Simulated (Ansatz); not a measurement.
Theory: DFT PBE, scalar-relativistic, plane waves, PAW in Ansatz. All cells share a 420 eV cutoff and Γ-centred k meshes spaced about 0.3 Å⁻¹ or finer (0.25 for metals, 2π included). No spin polarisation.

Relaxed structures of Bi2Te2O, with energies over the first row. Coordination counts O or Te atoms around Bi (for each partner element, those within 1.25 times its shortest distance or 1.15 times the sum of covalent radii, where it is the nearest in units of that sum or under 1.3; a plus sign parts groups by distance over the sum of covalent radii; a slash parts the counts of unlike sites).

```tsv
#	form	sites	V (Å³/atom)	coordination	ΔE (meV/atom)
1	P4/nmm	Bi 2c, 2c; Te 2c, 2c; O 2a	29.3	Bi 5/8+1	0
2	I4/mmm	Bi 4e; Te 4e; O 2a	32.8	Bi 1+5	66
3	R-3m	Bi 6c; Te 6c; O 3a	29.9	Bi 3+3	84
4	R3m	Bi 3a, 3a; Te 3a, 3a; O 3a	28.8	Bi 6	112
5	I4/mmm	Bi 4c; Te 4e; O 2a	30.4	Bi 6	132
```

A further structure, relaxed alike:

```
CELL_PARAMETERS angstrom
4.87557 0.00000 0.00000
0.00000 4.87557 0.00000
0.00000 0.00000 8.31378
ATOMIC_POSITIONS crystal
Bi 0.50000 0.00000 0.00000
Bi 0.00000 0.50000 0.00000
Te 0.00000 0.00000 0.25416
Te 0.00000 0.00000 0.74584
O 0.50000 0.50000 0.00000
```

Question: Where does it fall in the ranking, and at what energy?

Answer: It is the highest, 146 meV/atom above row 1, with space group P4/mmm (No. 123) and 39.5 Å³/atom. Counting O or Te atoms around Bi, this cell has Bi 6 and row 1 has Bi 5/8+1. Bi has 2 O at 2.44 Å and 4 Te at 3.23 Å; around Te lie 4 Bi at 3.23 Å; O is surrounded by 4 Bi at 2.44 Å.

For metals, differences of a few meV/atom aren't resolved. Weakly bound directions are ill-defined at this level, which has no dispersion term (P4/nmm, R-3m, R3m, I4/mmm at 30.4 Å³/atom, P4/mmm), and this can change margins and order among such cells. Spin–orbit coupling, which can matter for Bi and Te, is left out. With atoms moved at random, row 1 ended within 5 meV/atom of its own energy, in a cell of lower symmetry. With atoms moved at random, row 2 went lower on a coarse mesh, which no converged run confirmed. Other cells relaxed within their symmetry can be saddle points.
